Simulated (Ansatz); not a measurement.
Relaxed-ion elastic tensor of CsPbCl3 (cubic perovskite, Pm-3m) in GPa (Voigt order), r²SCAN in the plane-wave PAW code Ansatz; density 4.06 g/cm³, 36.48 Å³ per atom.

```csv
,1,2,3,4,5,6
1,57.5,8.4,8.4,0.0,0.0,0.0
2,8.4,57.5,8.4,0.0,0.0,0.0
3,8.4,8.4,57.5,0.0,0.0,0.0
4,0.0,0.0,0.0,5.5,0.0,0.0
5,0.0,0.0,0.0,0.0,5.5,0.0
6,0.0,0.0,0.0,0.0,0.0,5.5
```

Question: Is the crystal mechanically stable?

Answer: Yes: the smallest eigenvalue of C is 5.5 GPa.

Question: Work out the Voigt, Reuss and Hill averages.

Answer: K_V = 24.8, K_R = 24.8, K_H = 24.8; G_V = 13.1, G_R = 7.9, G_H = 10.5 GPa.

Question: Give Young's modulus, Poisson's ratio, Pugh's ratio and the universal anisotropy index.

Answer: E = 9KG/(3K + G) = 27.6 GPa; ν = 0.31; K/G = 2.36 (ductile by the Pugh limit of 1.75); A_U = 5G_V/G_R + K_V/K_R − 6 = 3.27.

Question: Estimate the sound speeds and the Debye temperature.

Answer: v_l = √((K + 4G/3)/ρ) = 3090 m/s, v_t = √(G/ρ) = 1610 m/s, mean 1800 m/s; Θ = (h/k)(3n/4πV)^(1/3) v_m = 161 K.

Question: Give the Zener ratio and Young's modulus along [100], [110] and [111].

Answer: A = 2C44/(C11 − C12) = 0.22; 1/E = S11 − 2(S11 − S12 − S44/2)Γ with Γ = 0, 1/4, 1/3 gives 55.4, 18.6, 15.2 GPa.

This is a known high-temperature phase of the composition, computed here at zero pressure and temperature. Symmetry was held in the r²SCAN relaxation; whether a distortion lowers the energy is not shown. Scalar-relativistic: spin–orbit coupling is off unless named, which matters more the heavier the elements.

Potentials: the later of the program's two PAW sets.
